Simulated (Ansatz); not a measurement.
Relaxed-ion elastic tensor of MgTePb$_{2}$O$_{6}$ in space group Fm-3m (No. 225; Mg on 4a, Te on 4b, Pb on 8c, O on 24e) in GPa (Voigt order), the program Ansatz at the PBEsol level (PAW); density 8.68 g/cm³, 12.67 Å³ per atom.

```
 222  89.9  89.9   0.0   0.0   0.0
89.9   222  89.9   0.0   0.0   0.0
89.9  89.9   222   0.0   0.0   0.0
 0.0   0.0   0.0  68.6   0.0   0.0
 0.0   0.0   0.0   0.0  68.6   0.0
 0.0   0.0   0.0   0.0   0.0  68.6
```

**Question.** Is the crystal mechanically stable?

**Answer.** Yes: the smallest eigenvalue of C is 68.6 GPa.

**Question.** Work out the Voigt, Reuss and Hill averages.

**Answer.** K_V = 134, K_R = 134, K_H = 134; G_V = 67.5, G_R = 67.5, G_H = 67.5 GPa.

**Question.** Give Young's modulus, Poisson's ratio, Pugh's ratio and the universal anisotropy index.

**Answer.** E = 9KG/(3K + G) = 173 GPa; ν = 0.28; K/G = 1.98 (ductile by the Pugh limit of 1.75); A_U = 5G_V/G_R + K_V/K_R − 6 = 0.00.

**Question.** Estimate the sound speeds and the Debye temperature.

**Answer.** v_l = √((K + 4G/3)/ρ) = 5080 m/s, v_t = √(G/ρ) = 2790 m/s, mean 3110 m/s; Θ = (h/k)(3n/4πV)^(1/3) v_m = 397 K.

**Question.** Give the Zener ratio and Young's modulus along [100], [110] and [111].

**Answer.** A = 2C44/(C11 − C12) = 1.04; 1/E = S11 − 2(S11 − S12 − S44/2)Γ with Γ = 0, 1/4, 1/3 gives 170, 174, 176 GPa.

**Question.** Solve the Christoffel equation for the three sound speeds along [100], [110], [111].

**Answer.** Eigenvalues of C_ijkl n_j n_l equal ρv². In km/s, slowest first: [100] 2.81, 2.81, 5.06; [110] 2.76, 2.81, 5.09; [111] 2.78, 2.78, 5.10.

The first step of the workflow began from a Materials Project structure, measured or hypothetical; the Crystallography Open Database files this formula in space group No. 225, but the cells were not matched. Whether it is the stable phase at ambient conditions was not checked. Symmetry was held in the PBEsol relaxation; whether a distortion lowers the energy is not shown. Spin–orbit coupling is left out wherever it is not named.

Potentials: the later of the program's two PAW sets.
